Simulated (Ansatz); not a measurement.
Consider a crystal of Be₂ZnSe₃ in space group P6/mmm (No. 191), with Be on 2e; Zn on 1b; Se on 3f.

The calculation used DFT PBE, scalar-relativistic, plane waves, PAW (Ansatz 0.2.0). Cutoff 420 eV, Γ-centred mesh, Gaussian smearing, no spin polarisation.

Energies over the elements count from the elements' standard structures at the same level, with no fitted energy shifts.

Question: Which cell and coordinates does it relax to?

Answer:

Space group P6/mmm (No. 191). a = 5.429 Å, b = 5.429 Å, c = 6.679 Å, α = 90.00°, β = 90.00°, γ = 120.00°
| atom | site | symmetry | x | y | z |
| --- | --- | --- | --- | --- | --- |
| Be | 2e | 6mm | 0.0000 | 0.0000 | 0.1592 |
| Zn | 1b | 6/mmm | 0.0000 | 0.0000 | 0.5000 |
| Se | 3f | mmm | 0.5000 | 0.0000 | 0.0000 |

Be has 1 Be at 2.13 Å, 1 Zn at 2.28 Å and 6 Se at 2.92 Å; Zn has 2 Be at 2.28 Å; Se has 4 Se at 2.71 Å and 4 Be at 2.92 Å. Another local minimum with the same sites may exist.

Question: Where does its energy lie, and is it a metal?

Answer: The energy over the elements is +0.74 eV/atom and the gap on the 12×12×6 mesh of the 6-atom cell is 0 eV (a metal). The separate elements lie lower, so it is unstable against them.

The last run used Gaussian smearing of 0.10 eV. The cell is a metal run without spin; a magnetic state may lie lower. The reference form of Se is held partly by dispersion forces, which this level lacks. A structure relaxed within its symmetry needn't be a true minimum. Another cell of Be2ZnSe3 relaxed alike, in P1, lies 1.30 eV/atom lower, so this cell isn't the stable form at this level.
